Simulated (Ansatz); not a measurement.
A geometry of ScF$_{3}$ away from equilibrium: the start of the relaxation of a relaxed ScF3 cell shaken by Gaussian noise of σ = 0.08 Å a coordinate. All values below come from PBE (plane waves to 420 eV, PAW, scalar-relativistic; Ansatz, a quantum-chemistry and plane-wave program). Γ-centred k-mesh 6×6×6 on the run's cell (coarser than for final values), Fermi–Dirac smearing 0.05 eV.

```xyz
8
Lattice="4.2548 0.0000 0.0000 0.0000 4.2548 0.0000 0.0000 0.0000 4.2548" Properties=species:S:1:pos:R:3 pbc="T T T"
F      1.0953    -0.0194     2.1244
F      3.0238    -0.0338     2.0716
F     -0.0345     2.0332     1.0194
F      0.1627     2.1386     3.1399
F      2.2168     1.1204     0.0413
F      2.0349     3.1203     0.0294
Sc     0.0225    -0.0738    -0.0933
Sc     2.1856     2.1584     2.1746
```

Question: What forces act on the atoms (eV/Å)?

Answer: 
| atom | Fx | Fy | Fz |
|---|---|---|---|
| F1 | -3.48 | -0.07 | 0.47 |
| F2 | 3.88 | -0.40 | 0.63 |
| F3 | -0.32 | 0.24 | 0.08 |
| F4 | -0.56 | 0.15 | 0.06 |
| F5 | 0.27 | -2.17 | -0.69 |
| F6 | 0.17 | 2.17 | -0.35 |
| Sc7 | 0.29 | 0.22 | 0.26 |
| Sc8 | -0.26 | -0.15 | -0.46 |

Question: What is the pressure?

Answer: +3.0 GPa, compression positive.

Question: How much energy per atom can still be gained by relaxing?

Answer: 0.64 eV/atom; the path ends in P-1 (No. 2).

No spin polarisation in the result.

The end of the path is a generated cell of ScF3: the first start was made by placing the elements on the sites of a structure type, and the end was not matched to a known phase here, so it may be hypothetical.
